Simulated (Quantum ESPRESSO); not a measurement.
Kohn-Sham bands of YGe (Cmcm)

```yaml
crystal:
  lattice:
    - [0.00000, 0.00000, 3.95460]
    - [-4.28256, 0.00000, 0.00000]
    - [2.14128, -5.36220, 0.00000]
  atoms:
    - { symbol: Y, position: [0.75000, 0.13861, 0.27722] }
    - { symbol: Y, position: [0.25000, 0.86139, 0.72278] }
    - { symbol: Ge, position: [0.75000, 0.41562, 0.83124] }
    - { symbol: Ge, position: [0.25000, 0.58438, 0.16876] }
```

Cell from Materials Project (mp-9971), symmetrised, no further relaxation. Not found in the COD (Crystallography Open Database) copy used; not checked further. Method: PBEsol plane waves in Quantum ESPRESSO 7.5 (PseudoDojo norm-conserving files, 63 Ry, no spin polarisation, no spin-orbit coupling), Bloch states on a 6×6×6 mesh through Γ, Wannier90 4.0.1. Density: 8×8×8 mesh, cold smearing 0.01 Ry. Spin-orbit coupling, left out, would split the p-like bands by a few tenths of an eV.

Energies are relative to the Fermi level; weights are on the orthonormalised atomic waves of the pseudopotential files, averaged over the group. 50 electrons a cell are treated as valence.

```json
[
 {"bands": "1–2", "from (eV)": "-42.35", "to (eV)": "-42.30", "filling": "filled", "weight on atomic waves": "?"},
 {"bands": "3–12", "from (eV)": "-24.37", "to (eV)": "-24.18", "filling": "filled", "weight on atomic waves": "?"},
 {"bands": "13–18", "from (eV)": "-22.60", "to (eV)": "-22.23", "filling": "filled", "weight on atomic waves": "?"},
 {"bands": "19–20", "from (eV)": "-10.80", "to (eV)": "-6.33", "filling": "filled", "weight on atomic waves": "?"}
]
```

### Question
Which atomic shells make up each group?

### Answer

- 1–2, weight on atomic waves: Y 4s 96 %
- 3–12, weight on atomic waves: Ge 3d 100 %
- 13–18, weight on atomic waves: Y 4p 97 %
- 19–20, weight on atomic waves: Ge 4s 61 %, Y 4d 15 %, Ge 4p 12 %

No gap over 0.05 eV opens at the Fermi level at this level of theory.
